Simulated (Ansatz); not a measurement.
## Rb4Sb: a bulk modulus from differences

The cell was found from a structure generator's guess, not taken from experiment.

These are results of DFT PBE, scalar-relativistic, plane waves, PAW (Ansatz 0.2.0), not measurements. The final run on the 5-atom cell used 420 eV, a Γ-centred 6×6×6 mesh, 0.10 eV smearing and no spin polarisation.

```xyz
5
Lattice="-4.3801 4.3801 4.3801 4.3801 -4.3801 4.3801 4.3801 4.3801 -4.3801" Properties=species:S:1:pos:R:3 pbc="T T T"
Rb    2.1901    2.1901    2.1901
Rb    2.1901    2.1901   -2.1901
Rb    2.1901   -2.1901    2.1901
Rb   -2.1901    2.1901    2.1901
Sb    0.0000    0.0000    0.0000
```

The cell was set to several volumes, with shape and atoms relaxed at each where symmetry leaves them free. Pressure is positive in compression, and energies count from the lowest row. No row has a gap on its mesh.

```
row  V (Å³/atom)  P (GPa)  ΔE (meV/atom)
  1       59.160     1.09           24.8
  2       61.176        ?              ?
  3       63.193     0.47            5.6
  4       65.210     0.22            1.4
  5       67.227     0.01            0.0
  6       69.244    -0.17            1.1
  7       71.260    -0.33            4.2
  8       73.949    -0.50           11.2
```

Problem. Find B = −V·ΔP/ΔV from rows 4 and 6 and from rows 1 and 3, and from the two its slope B′ and its value B0 at zero pressure.

Solution. Rows 4 and 6 give −(65.210 + 69.244)/2 × (-0.17 − (0.22))/(69.244 − 65.210) = 6.5 GPa at a mean pressure of 0.02 GPa. Rows 1 and 3 give −(59.160 + 63.193)/2 × (0.47 − (1.09))/(63.193 − 59.160) = 9.4 GPa at a mean pressure of 0.78 GPa. So B′ = (9.4 − 6.5)/(0.78 − (0.02)) = 3.82 and B0 = 6.5 − 3.82 × (0.02) = 6.4 GPa. A third-order Birch–Murnaghan fit to all the energies gives B0 = 6.5 GPa and B′ = 4.2.

Problem. Estimate the pressure and energy of row 2.

Solution. From row 5, V0 = 67.227 × (1 + (0.01)/6.4) = 67.332 Å³/atom. Murnaghan's form P = (B0/B′)·[(V0/V)^B′ − 1] gives (6.4/3.82) × [(67.332/61.176)^3.82 − 1] = 0.74 GPa; the computed pressure is 0.75 GPa, so the estimate is off by -0.01 GPa. The work of compression from row 3, with the mean of the two pressures, gives ΔE = 5.6 + (0.74 + 0.47)/2 × (63.193 − 61.176)/160.2 × 1000 = 13.2 meV/atom (1 eV/Å³ = 160.2 GPa); the computed value is 13.3 meV/atom.

Spin–orbit coupling, which can matter for Sb, is left out. All volumes keep the k mesh of the relaxed cell. Symmetry constrained the relaxation, so the result can be a saddle point.
